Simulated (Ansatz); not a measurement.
GaAs:
```cif
data_As4Ga4
_chemical_formula_sum 'Ga4 As4'
_space_group_name_H-M_alt 'P 1'
_space_group_IT_number 1
_cell_length_a 6.92161
_cell_length_b 6.92161
_cell_length_c 4.00958
_cell_angle_alpha 90.000
_cell_angle_beta 90.000
_cell_angle_gamma 90.000
loop_
_space_group_symop_operation_xyz
  'x, y, z'
loop_
_atom_site_label
_atom_site_type_symbol
_atom_site_fract_x
_atom_site_fract_y
_atom_site_fract_z
_atom_site_occupancy
Ga1 Ga 0.32439 0.67561 0.00000 1
Ga2 Ga 0.67561 0.32439 0.00000 1
Ga3 Ga 0.82439 0.82439 0.50000 1
Ga4 Ga 0.17561 0.17561 0.50000 1
As1 As 0.31720 0.31720 0.00000 1
As2 As 0.68280 0.68280 0.00000 1
As3 As 0.18280 0.81720 0.50000 1
As4 As 0.81720 0.18280 0.50000 1
```

Relaxed with r²SCAN.

Question: Tabulate the valence density and the electron localisation function along the shortest Ga–As contact (2.44 Å), DFT-r²SCAN in the program Ansatz with PAW potentials.

Answer: 

```csv
distance from Ga (Å),density (e/Å³),ELF
0.24,27.21,0.01
0.37,12.47,0.03
0.49,4.76,0.07
0.61,1.86,0.15
0.73,0.94,0.23
0.85,0.64,0.30
0.97,0.52,0.41
1.10,0.49,0.59
1.22,0.51,0.75
1.34,0.57,0.80
1.46,0.68,0.77
1.58,0.88,0.73
1.71,1.45,0.65
1.83,3.01,0.52
1.95,6.61,0.34
2.07,13.19,0.20
2.19,22.13,0.15
```

The density is the valence pseudo-density with augmentation charge, so density and ELF within about 1 Å of a nucleus are not all-electron values.

Space group P4_2/mnm. The start of the workflow was typed in or built on a structure type; neither database checked (COD, Materials Project) lists it. It is not the phase usual at ambient conditions (space group No. 216). The r²SCAN relaxation kept the symmetry of its start; whether a distortion lowers the energy is not shown. The volume moved by 17 % from the start of the relaxation.

Potentials: the later of the program's two PAW sets.
